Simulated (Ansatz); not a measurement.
input.yaml (Ansatz 0.2.0):

```yaml
crystal:
  lattice:
    - [3.7891542182, 0.0, 3.7891542182]
    - [0.0, 3.7891542182, 3.7891542182]
    - [0.0, 0.0, 7.5783084364]
  atoms:
    - { symbol: Cu, position: [0.0, 0.0, 0.0], spin: 2.0 }
    - { symbol: F, position: [0.5, 0.0, 0.75] }
    - { symbol: F, position: [0.0, 0.0, 0.25] }
    - { symbol: F, position: [0.0, 0.5, 0.75] }
    - { symbol: Cu, position: [0.0, 0.0, 0.5], spin: -2.0 }
    - { symbol: F, position: [0.5, 0.0, 0.25] }
    - { symbol: F, position: [0.0, 0.0, 0.75] }
    - { symbol: F, position: [0.0, 0.5, 0.25] }
basis:
  ecutwfc: 420
  ecutrho_ratio: 4
kpoints:
  mp_grid: { grid: [10, 10, 5] }
hamiltonian:
  xc: pbe
scf:
  occupations: { method: gaussian, width: 0.05 }
output:
  forces: true
  stress: true
  eigenvalues: true
  populations: true
magnetization:
  spin_polarized: true
```

Launched as:
```sh
ansatz run input.yaml --threads 2 --pin off --max-ram 2662MiB --backend cpu --events-out ev --progress --plain --runs-dir out
```

This is a trial structure made by placing the elements on a prototype's sites, so it needn't be the stable form. The ideal cubic cell shuts out tilts of the octahedra, which such structures often take.

Problem. Before reading the output: what should come out?

Solution. Pressure 0.0 GPa, gap on the mesh 0.34 eV, site spin moments Cu 0.71, -0.71 μB (PBE, scalar-relativistic).

Output, machine lines left out:

```
Pseudopotentials: kind: paw
Pseudopotential: Cu, paw, valence charge 19, recommended cutoff 420 eV (normal), Cu.paw.azcp
Pseudopotential: F, paw, valence charge 7, recommended cutoff 420 eV (normal), F.paw.azcp
Crystal: 8 atoms, lattice volume = 108.807 Å³
Basis set: ecut = 420 eV, 2109 PW (Γ), exchange–correlation on 72×72×108 points (8 copies of the dense FFT grid, shifted against one another)
Bands: 51, of which v1, the nominal top of the filled ones, is band 40 counted from 1 (39 counted from 0)
Symmetry: 48 space group operations
Space group: Fm-3m (ITA 225), of the structure as read, at distance tolerance 4.8e-5 Å
Magnetic group: BNS 225.121 (UNI 1623), of the structure as read, at distance tolerance 4.8e-5 Å
k-points: 28 of 500
Initial density: superposition of atomic densities (chi_scale 0.1, normalization cell, long waves kept (reshape's long-wave potential 0.05 eV rms))
Starting moments: Σ|m| = 4 μB on 2 of 8 sites
Starting magnetic order: antiferromagnet; a translation exchanges its spin sublattices: spin-degenerate at every k-point
Initial wavefunctions: pseudopotential atomic-orbital guess
Functional: x = pbe(κ = 0.804, μ = 0.21951), c = pbe(β = 0.06672)
```

SCF trace (energy estimate counted from the last row):
```
iteration   ΔE (eV)  density residual (eV)  M (μB)
        1    -4.695                 4.24e1   0.000
        2     1.003                 1.75e0   0.000
        3     1.072                4.48e-1   0.000
        4     0.640                1.99e-1   0.000
        5     0.014                2.10e-1   0.000
        6  -4.1e-03                1.81e-2   0.000
        7  -3.1e-04                2.64e-3   0.000
        8  -6.1e-05                5.22e-4   0.000
        9   7.1e-05                7.52e-5   0.000
       10     0.000                7.74e-7   0.000
       11     0.000                1.85e-7   0.000
       12     0.000                1.29e-8   0.000
```

```
SCF 1 converged in 12 iterations: F = -18094.495883 eV  dr2 = 1.29e-8
SCF converged after 12 iterations
Magnetization: 0.0000 μB (40.0000 up, 40.0000 down)
Absolute magnetization: 1.7336 μB (∫|ρ↑−ρ↓|, with the PAW one-centre terms)
Per-site moments (μB) at R_I (Å): [(0.70537, 0.78151), (0.00000, 0.78151), (0.00000, 0.78151), (0.00000, 0.78151), (-0.70537, 0.78151), (0.00000, 0.78151), (0.00000, 0.78151), (0.00000, 0.78151)]
Free energy (F): -18094.495883 eV
E sigma→0 (E₀):  -18094.495883 eV
Entropy (-TS):    0.000000 eV ( 0.000 meV/atom)
Fermi energy:    0.882623 eV
--- Per-component energies (eV) ---
  E_band       = -1598.466140
  E_kinetic    = 1814.666411
  E_local      = -16536.789046  (includes V_loc(G=0)·N_el)
  E_nonlocal   = 1191.034173
  E_hartree    = 7002.555315
  E_xc         = -651.539164
  E_vxc        = -836.271902  (∫ρ·V_xc dr)
  E_paw        = -4495.235387  (= ΣΔE_a)
  E_vpaw       = -1236.243359  (= ΣTr[D̂ρ^β])
  E_aug_tail   = 0.012178  (compensation charges beyond the density's cutoff)
  E_ewald      = -6419.200364
  E_smearing   =  0.000000  (= −TS)
--- Forces (eV/Å), atoms counted from 1 ---
  atom   1  Cu     0.00000000     0.00000000     0.00000000
  atom   2  F      0.00000000     0.00000000     0.00000000
  atom   3  F      0.00000000     0.00000000     0.00000000
  atom   4  F      0.00000000     0.00000000     0.00000000
  atom   5  Cu     0.00000000     0.00000000     0.00000000
  atom   6  F      0.00000000     0.00000000     0.00000000
  atom   7  F      0.00000000     0.00000000     0.00000000
  atom   8  F      0.00000000     0.00000000     0.00000000
--- Stress (GPa, compression-positive) ---
        0.045824       0.000000       0.000000
        0.000000       0.045824       0.000000
        0.000000       0.000000       0.045824
  P = ⅓ Tr σ = 0.0458 GPa (0.458 kbar)
--- Band table (eV; the first three rows and the last of 56) ---
  k-point 0 ↑: bands = ["-112.5549", "-111.5921", "-69.8568", "-69.8568", "-69.8568", "-68.9209", "-68.9209", "-68.9209", "-20.5769", "-19.7873", "-19.7873", "-19.7873", "-19.6388", "-19.6388", "-5.4602", "-4.6704", "-4.6704", "-3.1840", "-3.1840", "-3.1840", "-3.1703", "-3.1703", "-3.1703", "-1.5724", "-1.5724", "-1.5724", "-1.1195", "-1.1195", "-0.2118", "-0.2118", "-0.2118", "-0.1902", "-0.1902", "-0.1902", "0.2494", "0.2494", "0.2494", "0.4927", "0.4927", "0.4927", "2.5907", "2.5907", "7.8556", "12.6438", "13.3530", "14.5702", "14.5702", "14.5702", "15.3465", "17.0918", "17.0918"]
  k-point 1 ↑: bands = ["-112.5549", "-111.5922", "-69.8568", "-69.8568", "-69.8568", "-68.9209", "-68.9209", "-68.9209", "-20.5074", "-19.8694", "-19.7739", "-19.7739", "-19.6539", "-19.6539", "-5.2280", "-4.5820", "-4.5820", "-3.3758", "-3.3653", "-3.3653", "-3.0874", "-3.0639", "-3.0639", "-1.7662", "-1.7662", "-1.7354", "-0.9606", "-0.9606", "-0.2885", "-0.1286", "-0.1246", "-0.1246", "0.0588", "0.0588", "0.1837", "0.2191", "0.2191", "0.3706", "0.3706", "0.4240", "2.3250", "2.3250", "8.3895", "12.8873", "13.0476", "13.7506", "14.8536", "14.8536", "15.9056", "17.0654", "17.0654"]
  k-point 2 ↑: bands = ["-112.5549", "-111.5921", "-69.8568", "-69.8568", "-69.8568", "-68.9209", "-68.9209", "-68.9209", "-20.3202", "-20.0770", "-19.7382", "-19.7382", "-19.6923", "-19.6923", "-4.6264", "-4.3686", "-4.3686", "-3.9152", "-3.7206", "-3.7206", "-2.7953", "-2.7431", "-2.7431", "-2.2314", "-2.2043", "-2.2043", "-0.5523", "-0.5523", "-0.2637", "-0.0666", "-0.0666", "0.0285", "0.0285", "0.0303", "0.0363", "0.2058", "0.2058", "0.2477", "0.6362", "0.6362", "1.7355", "1.7355", "9.7132", "11.3905", "13.4135", "13.7617", "15.4556", "15.4556", "16.1599", "16.1599", "16.7374"]
  k-point 27 ↓: bands = ["-112.5549", "-111.5922", "-69.8568", "-69.8568", "-69.8568", "-68.9209", "-68.9209", "-68.9209", "-20.1880", "-20.0997", "-19.8106", "-19.8061", "-19.7054", "-19.6631", "-5.0493", "-4.7653", "-4.3919", "-3.7497", "-3.0028", "-2.8529", "-2.8082", "-2.7371", "-2.4666", "-2.1784", "-2.0260", "-1.8258", "-0.8864", "-0.8097", "-0.7865", "-0.7225", "-0.4917", "-0.1549", "-0.1327", "0.0086", "0.1301", "0.2238", "0.3347", "0.3978", "0.4175", "0.4980", "1.5996", "2.1133", "11.3680", "11.9531", "12.1404", "12.5130", "15.4029", "15.5870", "15.9400", "16.7339", "18.2242"]
--- Löwdin populations: 8 sites ---
  site symbol       q [e]    m [muB]
     0     Cu     17.3069     0.6513
     1      F      7.5033     0.0000
     2      F      7.5033     0.0000
     3      F      7.5033     0.0000
     4     Cu     17.3069    -0.6513
     5      F      7.5033     0.0000
     6      F      7.5033     0.0000
     7      F      7.5033     0.0000
```

Cost: 6.8 s on 2 threads of Arm Neoverse V2 (shared host), peak memory 0.52 GiB.

Site moments are of spin, integrated over atomic spheres. For this crystal the k-mesh misses a band edge: under PBE at the relaxed cell a band path gives a gap of 0.25 eV where the mesh alone gives 0.34 eV, so gaps on the mesh are upper bounds.
